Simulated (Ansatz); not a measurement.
CdCAs2, ordered on the zincblende lattice (I-42d) with 8 atoms a cell at its r2SCAN geometry, run in Ansatz at 3 levels of theory. Note: simulated data, non-magnetic, for a generated structure that need not be the stable one.

The r2SCAN input:
```yaml
crystal:
  lattice:
    - [-2.8679541182, 2.8679541182, 4.4997870049]
    - [2.8679541182, -2.8679541182, 4.4997870049]
    - [2.8679541182, 2.8679541182, -4.4997870049]
  atoms:
    - { symbol: Cd, position: [0.0, 0.0, 0.0] }
    - { symbol: As, position: [0.375, 0.4615929393, 0.5865929393] }
    - { symbol: Cd, position: [0.75, 0.25, 0.5] }
    - { symbol: As, position: [0.2115929393, 0.625, 0.0865929393] }
    - { symbol: C, position: [0.5, 0.5, 0.0] }
    - { symbol: As, position: [0.875, 0.7884070607, 0.4134070607] }
    - { symbol: C, position: [0.25, 0.75, 0.5] }
    - { symbol: As, position: [0.5384070607, 0.125, -0.0865929393] }
kpoints:
  mp_grid: { grid: [6, 6, 6] }
  band_path:
    path:
      - [0.0, 0.0, 0.0]
      - [0.0, 0.0, 0.5]
      - [0.25, 0.25, 0.25]
      - [0.0, 0.5, 0.0]
      - [0.5, 0.5, -0.5]
      - [0.3515548088, 0.6484451912, -0.3515548088]
      - [-0.3515548088, 0.3515548088, 0.3515548088]
      - [-0.2031096175, 0.2031096175, 0.5]
      - [0.5, 0.5, -0.2031096175]
    npoints: 1
hamiltonian:
  xc: r2scan
scf:
  occupations: { method: fixed }
  n_extra_bands: 6
output:
  forces: true
  stress: true
  eigenvalues: true
  write_density: true
  write_potential: true
  elf: true
  volumetric_format: npy
```

Main results, then, where recorded, the levels near the gap in eV from the Fermi energy (columns number the bands from 0), one row a point of the path (Γ, X, P, N, M, S, S₀, R, G):
```
Crystal: 8 atoms, lattice volume = 148.046 Å³
Symmetry: 8 space group operations
Space group: I-42d (ITA 122)
```
```
Basis set: ecut = 500 eV, 3769 PW (Γ)
k-points: 30 of 216 (time reversal used)
SCF 1 converged in 7 iterations: F = -36493.620171 eV  dr2 = 7.83e-8
Free energy (F): -36493.620171 eV
Fermi energy:    11.150411 eV
--- Forces (eV/Å), atoms counted from 1 ---
  atom   1  Cd      0.00000      0.00000      0.00000
  atom   2  As      0.00292      0.00000      0.00000
  atom   3  Cd      0.00000      0.00000      0.00000
  atom   4  As      0.00000      0.00292      0.00000
  atom   5  C       0.00000      0.00000      0.00000
  atom   6  As    -0.00292      0.00000      0.00000
  atom   7  C       0.00000      0.00000      0.00000
  atom   8  As      0.00000    -0.00292      0.00000
--- Stress (GPa, compression-positive) ---
        0.011267       0.000000       0.000000
        0.000000       0.011267       0.000000
        0.000000       0.000000      -0.048981
  P = ⅓ Tr σ = -0.0088 GPa (-0.088 kbar)
```
```tsv
band_49	band_50	band_51	band_52	band_53	band_54	band_55	band_56
-2.956	-2.956	-0.970	-0.970	0.000	0.392	0.518	0.636
-3.113	-1.745	-1.745	-1.105	-1.105	0.886	0.886	2.272
-3.084	-1.720	-1.720	-1.324	-1.324	1.347	1.347	1.754
-3.849	-2.458	-2.244	-0.821	-0.675	1.555	1.979	2.682
-3.219	-2.886	-2.886	-0.697	-0.697	0.972	0.972	2.217
-3.447	-2.843	-1.598	-1.505	-0.196	1.375	1.446	2.256
-3.447	-2.843	-1.598	-1.505	-0.196	1.375	1.446	2.256
-3.500	-1.991	-1.991	-0.922	-0.922	1.342	1.342	2.501
-3.500	-1.991	-1.991	-0.922	-0.922	1.342	1.342	2.501
```

With r2SCAN the gap is 0.39 eV and direct, at Γ.

Q: In the first input these blocks are replaced (the band path and keys that only write files left aside):
```yaml
kpoints:
  mp_grid: { grid: [4, 4, 4] }
hamiltonian:
  xc: hse06
```
What comes out?

A:
```
Basis set: ecut = 420 eV, 2879 PW (Γ)
k-points: 13 of 64 (time reversal used)
SCF 1 stopped early in 6 iterations: F = -36430.625742 eV  dr2 = 2.55e-7
Exchange kernel: α = 0.2500, screened, ω = 0.2079 Å⁻¹, Wigner–Seitz truncation, v(0) = 1046.5700 eV·Å³, q-mesh 4×4×4
SCF 2 stopped early in 8 iterations: F = -36442.480522 eV  dr2 = 6.75e-6
hybrid outer 1: dexx = +4.345e-2 eV, tail = 3.22e-4 eV
SCF 3 converged in 7 iterations: F = -36442.481762 eV  dr2 = 3.49e-10
hybrid outer 2: dexx = +4.982e-6 eV, tail = 1.27e-7 eV, Δε = 2.38e-3 eV, ΔF = 1.29e-3 eV/Å
SCF 4 converged in 2 iterations: F = -36442.481763 eV  dr2 = 3.02e-10
hybrid outer 3: dexx = +1.195e-9 eV, tail = 7.71e-10 eV, Δε = 1.61e-4 eV, ΔF = 2.48e-4 eV/Å
Free energy (F): -36442.481763 eV
Fermi energy:    10.926283 eV
--- Forces (eV/Å), atoms counted from 1 ---
  atom   1  Cd      0.00000      0.00000      0.00000
  atom   2  As      0.13366      0.00000      0.00000
  atom   3  Cd      0.00000      0.00000      0.00000
  atom   4  As      0.00000      0.13366      0.00000
  atom   5  C       0.00000      0.00000      0.00000
  atom   6  As    -0.13366      0.00000      0.00000
  atom   7  C       0.00000      0.00000      0.00000
  atom   8  As      0.00000    -0.13366      0.00000
--- Stress (GPa, compression-positive) ---
       -1.150461       0.000000       0.000000
        0.000000      -1.150461       0.000000
        0.000000       0.000000      -0.700764
  P = ⅓ Tr σ = -1.0006 GPa (-10.006 kbar)
```
```tsv
band_49	band_50	band_51	band_52	band_53	band_54	band_55	band_56
-3.105	-3.105	-1.012	-1.012	0.000	0.691	1.014	1.025
-3.267	-1.790	-1.790	-1.120	-1.120	1.305	1.305	2.802
-3.225	-1.771	-1.771	-1.346	-1.346	1.806	1.806	2.243
-4.041	-2.531	-2.335	-0.808	-0.675	2.043	2.532	3.144
-3.360	-3.021	-3.021	-0.675	-0.675	1.375	1.375	2.605
-3.600	-2.951	-1.622	-1.529	-0.168	1.776	1.937	2.744
-3.600	-2.951	-1.622	-1.529	-0.168	1.776	1.937	2.744
-3.664	-2.040	-2.040	-0.920	-0.920	1.774	1.774	3.036
-3.664	-2.040	-2.040	-0.920	-0.920	1.774	1.774	3.036
```
HSE06 gives a direct gap of 0.69 eV at Γ. The mean pressure at these positions is -1.0 GPa, compression counted positive. (The program warns that its thresholds are loose for a hybrid's stress.)

Q: Another run on the same cell gave
```
Basis set: ecut = 420 eV, 2879 PW (Γ)
k-points: 13 of 64 (time reversal used)
SCF 1 stopped early in 6 iterations: F = -36430.624957 eV  dr2 = 2.71e-7
SCF 2 stopped early in 8 iterations: F = -36441.103426 eV  dr2 = 1.02e-5
hybrid outer 1: dexx = +7.035e-2 eV, tail = 4.17e-4 eV
SCF 3 converged in 7 iterations: F = -36441.104973 eV  dr2 = 3.50e-10
hybrid outer 2: dexx = +5.576e-6 eV, tail = 1.82e-7 eV, Δε = 2.22e-3 eV, ΔF = 7.14e-4 eV/Å
SCF 4 converged in 3 iterations: F = -36441.104974 eV  dr2 = 2.70e-10
hybrid outer 3: dexx = +4.287e-9 eV, tail = 6.47e-10 eV, Δε = 1.85e-4 eV, ΔF = 3.55e-4 eV/Å
Free energy (F): -36441.104974 eV
Fermi energy:    10.612124 eV
--- Forces (eV/Å), atoms counted from 1 ---
  atom   1  Cd      0.00000      0.00000      0.00000
  atom   2  As      0.12578      0.00000      0.00000
  atom   3  Cd      0.00000      0.00000      0.00000
  atom   4  As      0.00000      0.12578      0.00000
  atom   5  C       0.00000      0.00000      0.00000
  atom   6  As    -0.12578      0.00000      0.00000
  atom   7  C       0.00000      0.00000      0.00000
  atom   8  As      0.00000    -0.12578      0.00000
--- Stress (GPa, compression-positive) ---
       -1.364731       0.000000       0.000000
        0.000000      -1.364731       0.000000
        0.000000       0.000000      -0.824665
  P = ⅓ Tr σ = -1.1847 GPa (-11.847 kbar)
```
```tsv
band_49	band_50	band_51	band_52	band_53	band_54	band_55	band_56
-3.165	-3.165	-1.036	-1.036	0.000	1.326	1.627	1.647
-3.328	-1.824	-1.824	-1.144	-1.144	1.925	1.925	3.470
-3.281	-1.811	-1.811	-1.375	-1.375	2.442	2.442	2.897
-4.115	-2.587	-2.390	-0.824	-0.699	2.702	3.194	3.810
-3.421	-3.085	-3.085	-0.698	-0.698	2.028	2.028	3.256
-3.659	-3.008	-1.656	-1.573	-0.162	2.424	2.595	3.399
-3.659	-3.008	-1.656	-1.573	-0.162	2.424	2.595	3.399
-3.729	-2.077	-2.077	-0.939	-0.939	2.407	2.407	3.709
-3.729	-2.077	-2.077	-0.939	-0.939	2.407	2.407	3.709
```
Which level of theory and mesh gave it?

A: It is PBE0, judged by the exchange loop and the size of the gap (a near hybrid could fit too), on 4×4×4; the blocks that differ from the first input, but for the band path:
```yaml
kpoints:
  mp_grid: { grid: [4, 4, 4] }
hamiltonian:
  xc: pbe0
```
With PBE0 the gap is 1.33 eV and direct, at Γ. The mean pressure at these positions is -1.2 GPa, compression counted positive. (The program warns that its thresholds are loose for a hybrid's stress.)

Small level splittings and stresses of the hybrids carry the error of their coarser meshes.

Totals of different functionals can't be compared.

The runs are scalar-relativistic, without spin-orbit coupling.

The meshes of the hybrids are coarse, so their gaps aren't converged to the digits shown.
